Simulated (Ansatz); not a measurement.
**Trial structures of Zr2SiC2: starts and ends**

Computed with Ansatz, DFT PBE, scalar-relativistic, plane waves, PAW. Settings: cutoff 420 eV, Γ-centred meshes spaced at most about 0.3 Å⁻¹, and about 0.25 Å⁻¹ or finer for metals (2π included), Gaussian smearing. No spin polarisation in the final relaxations.

Each guess was relaxed in cell and atoms at zero pressure, within the symmetry of its start. All energies are static (0 K, no zero-point motion). Coordination counts C atoms around Si and Zr (those within 1.25 times the shortest such distance or 1.15 times the sum of covalent radii; the shortest distance is added where it is long for a bond).

| guess | made from | start group | V start (Å³/atom) | end group | V end (Å³/atom) | coordination at the end | gap on mesh (eV) | E over the lowest end (meV/atom) |
| --- | --- | --- | --- | --- | --- | --- | --- | --- |
| 1 | random cell | I4/mmm | 16.6 | ? | ? | ? | ? | ? |
| 2 | Dy2GaNi2 type | Immm | 15.0 | Immm | 12.3 | Zr 6, Si 4 | 0 | 0 |
| 3 | random cell | P-3m1 | 16.9 | P-3m1 | 16.6 | Zr 3, Si 2 | 0 | 332 |
| 4 | YbGe2Pd2 type | I4/mmm | 15.5 | I4/mmm | 16.6 | Zr 4, Si 8 from 3.2 Å | 0 | 425 |

Guess 1 as it starts:

```
Zr Si C
1.0
    -2.17617    2.17617    4.39197
     2.17617   -2.17617    4.39197
     2.17617    2.17617   -4.39197
Zr Si C
2 1 2
Direct
  0.75000 0.25000 0.50000
  0.25000 0.75000 0.50000
  0.50000 0.50000 0.00000
  0.83936 0.83936 0.00000
  0.16064 0.16064 0.00000
```

Question: Predict the end of this guess and its energy over the lowest end.

Answer: It ends in space group I4/mmm (No. 139), with a = 4.602 Å, c = 7.353 Å, 15.6 Å³/atom and no gap. It lies 14 meV/atom over the lowest end, above guess 2 and below guess 3. Counting C atoms around Si and Zr, this end has Zr 4, Si 2 and the lowest (guess 2) has Zr 6, Si 4.

```yaml
crystal:
  lattice:
    - [-2.30123, 2.30123, 3.67653]
    - [2.30123, -2.30123, 3.67653]
    - [2.30123, 2.30123, -3.67653]
  atoms:
    - { symbol: Zr, position: [0.75000, 0.25000, 0.50000] }
    - { symbol: Zr, position: [0.25000, 0.75000, 0.50000] }
    - { symbol: Si, position: [0.50000, 0.50000, 0.00000] }
    - { symbol: C, position: [0.75801, 0.75801, 0.00000] }
    - { symbol: C, position: [0.24199, 0.24199, 0.00000] }
```

Energies over the elements count from the elements' standard structures at the same level, with no fitted energy shifts.

Question: Is the lowest end bound against the elements?

Answer: Yes: its formation energy is −0.17 eV/atom. Whether it is stable depends on the other phases of the system, which aren't compared here.

The k mesh leaves some 4 meV/atom of noise in the energy of each metallic cell. The reference form of C is held partly by dispersion forces, which this level lacks. Cells relaxed within their symmetry can be saddle points. A lower structure may well exist outside this small set. Some candidate types were left out of the draw beforehand, so a known form may be missing.
